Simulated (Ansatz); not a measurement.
Theory: Ansatz 0.2.0, DFT PBE, scalar-relativistic, plane waves, PAW. Settings: cutoff 420 eV, Γ-centred meshes spaced at most about 0.3 Å⁻¹, and about 0.25 Å⁻¹ or finer for metals (2π included), Gaussian smearing. No spin polarisation in the final relaxations.

Each of these unrelaxed guesses is relaxed in cell and atoms within its symmetry. A guess keeps its type if space group and coordination stay and the shape of the cell changes little (axis ratios within about 15 %, angles within 6°); the volume may change.

1. SrAl2O2

Space group P-3m1 (No. 164). a = 3.938 Å, b = 3.938 Å, c = 6.557 Å, α = 90.00°, β = 90.00°, γ = 120.00°
| atom | site | symmetry | x | y | z |
| --- | --- | --- | --- | --- | --- |
| Sr | 1a | -3m. | 0.0000 | 0.0000 | 0.0000 |
| Al | 2d | 3m. | 0.3333 | 0.6667 | 0.6195 |
| O | 2d | 3m. | 0.3333 | 0.6667 | 0.2381 |

2. Al2BP3

Space group R-3m:H (No. 166). a = 5.135 Å, b = 5.135 Å, c = 13.065 Å, α = 90.00°, β = 90.00°, γ = 120.00°
```csv
atom,site,symmetry,x,y,z
Al,6c,3m,0.3333,0.6667,0.7913
B,3b,-3m,0.6667,0.3333,0.8333
P,9e,.2/m,0.0000,0.5000,0.0000
```

3. Al3BP2

Space group P-6m2 (No. 187). a = 3.895 Å, b = 3.895 Å, c = 7.843 Å, α = 90.00°, β = 90.00°, γ = 120.00°
| atom | site | symmetry | x | y | z |
| --- | --- | --- | --- | --- | --- |
| Al | 2i | 3m. | 0.6667 | 0.3333 | 0.7314 |
| Al | 1c | -6m2 | 0.3333 | 0.6667 | 0.0000 |
| B | 1f | -6m2 | 0.6667 | 0.3333 | 0.5000 |
| P | 1e | -6m2 | 0.6667 | 0.3333 | 0.0000 |
| P | 1a | -6m2 | 0.0000 | 0.0000 | 0.0000 |

4. Al2BP3

Space group P6/mmm (No. 191). a = 4.644 Å, b = 4.644 Å, c = 5.588 Å, α = 90.00°, β = 90.00°, γ = 120.00°
```csv
atom,site,symmetry,x,y,z
Al,2e,6mm,0.0000,0.0000,0.7564
B,1a,6/mmm,0.0000,0.0000,0.0000
P,2c,-6m2,0.3333,0.6667,0.0000
P,1b,6/mmm,0.0000,0.0000,0.5000
```

Task: Which keep their type?

Result: Guess 3 keeps its type.

```csv
guess,kept,start group,end group,V start (Å³/atom),V end,"b/a and c/a, end over start",nearest neighbours start,nearest neighbours end
1,no,P-3m1,P-3m1,17.6,13.5,"1.00, 1.64","Al 7, O 7, Sr 6","Al 3, O 3, Sr 12"
2,no,R-3m,R-3m,16.6,15.1,"1.00, 0.58","Al 16, B 12, P 6","Al 4, B 6, P 4"
3,yes,P-6m2,P-6m2,17.2,24.2,"1.00, 1.01","Al 1/6, B 2, P 6/8","Al 1/6, B 2, P 6/8"
4,no,P6/mmm,P6/mmm,17.4,21.7,"1.00, 1.63","Al 2, B 2, P 2/12","Al 2, B 2, P 2/6"
```

Neighbours count within 15 % of an atom's shortest distance; end groups are read at 0.02 Å (0.05 Å in metals).

No dispersion correction is applied, so the spacing and binding between layers, chains or molecules are poorly described (Al2BP3 P6/mmm). Cells relaxed within their symmetry can be saddle points.

In counts of neighbours, a slash parts the counts of unlike sites.
